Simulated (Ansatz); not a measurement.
GeRh₂ in space group Pnma (No. 62; Ge on 4c, Rh on 4c, Rh on 4c) at seven volumes, PBEsol in the plane-wave PAW code Ansatz, shape and atoms relaxed at each. One row is withheld.

```tsv
V (Å³/atom)	P (GPa)
12.456	27.85
12.867	?
13.277	7.63
13.688	0.00
14.099	-6.33
14.509	-11.57
14.920	-15.88
```

Task: Fit the shown pressures and predict the withheld one.

Result: Third-order Birch–Murnaghan: P = (3/2)B₀(x^(7/2) − x^(5/2))[1 + (3/4)(B′ − 4)(x − 1)] with x = (V₀/V)^(2/3). Least squares on the six rows gives V₀ = 13.688 Å³/atom, B₀ = 230.8 GPa, B′ = 5.22. At V = 12.867, x = 1.0421 and P = 16.78 GPa. The run itself gave 16.81 GPa.

The workflow started from an entry of the Crystallography Open Database (COD). Its standing as an ambient phase is unchecked. The cell was relaxed with PBEsol under the symmetry of its start; whether a distortion lowers the energy is not shown. The run is not spin-polarised.

Potentials: the later of the program's two PAW sets.
